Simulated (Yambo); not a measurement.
## Optical response of Zr

```
Zr
1.0
    3.23923     0.00000     0.00000
   -1.61961     2.80526     0.00000
    0.00000     0.00000     5.17222
Zr
2
Cartesian
  0.00000   1.87017   1.29306
  1.61961   0.93509   3.87917
```

Yambo, RPA with local fields on PBEsol bands; 15×15×8 mesh, 67 bands, 4 Ry local-field block, 0.25 eV broadening; field along z.

```
E (eV)  Im ε  Im ε, independent particles
------  ----  ---------------------------
0.6     64.0                         64.2
1.0     55.1                         54.9
1.4     45.1                         46.5
1.8     35.0                         36.3
2.1     22.8                         22.9
2.5     17.7                         17.7
2.9     15.0                         15.1
3.2     12.5                         12.9
3.6     11.2                         11.6
4.0     9.99                         10.1
4.4     8.89                         8.89
4.8     7.46                         7.46
5.1     6.40                         6.42
5.5     5.62                         5.66
5.9     4.32                         4.32
6.2     3.61                         3.59
6.6     3.08                         3.10
7.0     2.81                         2.86
7.4     2.70                         2.74
7.8     2.27                         2.30
8.1     1.73                         1.74
8.5     1.44                         1.46
8.9     1.46                         1.47
9.2     1.78                         1.78
9.6     2.61                         2.60
10.0    2.74                         2.71
10.4    2.55                         2.51
10.8    2.39                         2.34
11.1    1.89                         1.85
11.5    1.49                         1.46
11.9    1.29                         1.29
12.2    1.09                         1.10
12.6    0.87                         0.88
13.0    0.79                         0.82
13.4    0.86                         0.90
13.8    0.94                         1.01
14.1    0.85                         0.92
14.5    0.69                         0.73
14.9    0.59                         0.62
15.2    0.52                         0.53
15.6    0.47                         0.47
16.0    0.41                         0.42
16.4    0.37                         0.37
16.8    0.31                         0.30
17.1    0.27                         0.27
17.5    0.25                         0.26
17.9    0.25                         0.27
18.2    0.26                         0.28
18.6    0.24                         0.26
19.0    0.23                         0.25
19.4    0.22                         0.25
19.8    0.19                         0.22
```

Only interband transitions are included: the Drude term is missing, so nothing below about 0.6 eV and no real part is shown. Peak heights and small wiggles depend on the k mesh.

Spin-orbit coupling is not included.

Geometry of the Materials Project entry, not relaxed at this level.
